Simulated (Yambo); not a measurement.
Material: a free-standing AlCl₃ monolayer (symmetry P-31m, slab cell 15.7 Å high); a = 5.9295 Å, b = 5.9295 Å, c = 15.7000 Å, α = 90.00°, β = 90.00°, γ = 120.00° (8 atoms in the cell). The layer was cut from Materials Project entry mp-25469 and relaxed with PBEsol in a cell 15.7 Å high, with the Coulomb interaction truncated along z.

With norm-conserving PBEsol (Quantum ESPRESSO, 58 Ry, no spin-orbit coupling), the gap between the mesh's edge points (M → M) is 5.555 eV.

What does a G0W0 run in Yambo give for it (6×6×1 Γ-centred k mesh, 178 bands and a 5 Ry block in the screening, 178 bands in G with the Bruneval-Gonze terminator, plasmon pole fitted at 27.2 eV, slab-truncated Coulomb interaction, stochastic integration of W near q = 0)?

The correction is 3.688 eV, giving 9.243 eV, 1.7 times the PBEsol value.  Convergence of the G0W0 settings was not tested. 

This is a model layer cut from the bulk structure; whether it is stable on its own was not checked.
